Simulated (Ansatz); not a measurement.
WSe2:
```
CELL_PARAMETERS angstrom
      3.30225     0.00000     0.00000
     -1.65112     2.85983     0.00000
      0.00000     0.00000    13.22462
ATOMIC_POSITIONS crystal
  W  0.66667 0.33333 0.75000
  W  0.33333 0.66667 0.25000
  Se 0.33333 0.66667 0.87578
  Se 0.66667 0.33333 0.12422
  Se 0.66667 0.33333 0.37578
  Se 0.33333 0.66667 0.62422
```

Relaxed with r²SCAN+D4. Special points in fractions of this cell's reciprocal vectors: Γ (0.000, 0.000, 0.000); M (0.500, 0.000, 0.000); K (0.333, 0.333, 0.000); A (0.000, 0.000, 0.500); L (0.500, 0.000, 0.500); H (0.333, 0.333, 0.500).

**Question.** List the band energies nearest the valence-band maximum at these points for the program Ansatz at the r²SCAN+D4 level (PAW).

**Answer.** In eV from the valence-band maximum; about four levels below and three above (degenerate sets whole), none deeper than 8.9 eV; points with the same levels are listed once.

```
k                                below                above
-  -----------------------------------  -------------------
Γ         -1.65 -1.65 -1.32 -1.01 0.00  2.78 2.78 2.82 2.82
M              -1.49 -1.44 -1.31 -1.30       2.22 2.26 2.48
K              -2.71 -2.71 -0.42 -0.23       1.38 1.38 2.23
A  -1.67 -1.67 -1.67 -1.67 -0.25 -0.25  2.79 2.79 2.79 2.79
L              -1.39 -1.39 -1.36 -1.36  2.24 2.24 2.63 2.63
H              -2.83 -2.83 -0.33 -0.33  1.38 1.38 2.69 2.69
```

Space group P6_3/mmc. The cell was relaxed with r²SCAN+D4 under the symmetry of its start. No spin polarisation was allowed. Spin–orbit coupling is left out wherever it is not named.

Potentials: the earlier of the program's two PAW sets. The files were generated under PBE; for other functionals the program regenerates the frozen cores, and for LDA and PBEsol the local potential too.
